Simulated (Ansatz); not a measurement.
TiSi (CsCl type, Pm-3m) under volume change, plane-wave PAW PBEsol (Ansatz code), scaled uniformly.

```json
[
 {"V (Å³/atom)": "13.275", "E − E(relaxed) (meV/atom)": "59.8", "P (GPa)": "15.79"},
 {"V (Å³/atom)": "13.712", "E − E(relaxed) (meV/atom)": "25.1", "P (GPa)": "9.71"},
 {"V (Å³/atom)": "14.150", "E − E(relaxed) (meV/atom)": "5.9", "P (GPa)": "4.46"},
 {"V (Å³/atom)": "14.588", "E − E(relaxed) (meV/atom)": "0.0", "P (GPa)": "0.00"},
 {"V (Å³/atom)": "15.025", "E − E(relaxed) (meV/atom)": "5.2", "P (GPa)": "-3.73"},
 {"V (Å³/atom)": "15.463", "E − E(relaxed) (meV/atom)": "20.0", "P (GPa)": "-6.98"},
 {"V (Å³/atom)": "15.900", "E − E(relaxed) (meV/atom)": "43.0", "P (GPa)": "-9.83"}
]
```

**Question.** What does a third-order Birch–Murnaghan fit give for V₀, B₀ and B′?

**Answer.** V₀ = 14.59 Å³/atom, B₀ = 137 GPa, B′ = 4.2.

The cell is a constructed one: a structure type filled with these elements; neither database checked (COD, Materials Project) lists it. COD files the formula under space group No. 25. Whether it is the stable phase at ambient conditions was not checked. The cell was relaxed with PBEsol under the symmetry of its start. At this level the phase is mechanically unstable. The run is not spin-polarised.

Potentials: the earlier of the program's two PAW sets. The files were generated under PBE; for other functionals the program regenerates the frozen cores, and for LDA and PBEsol the local potential too.
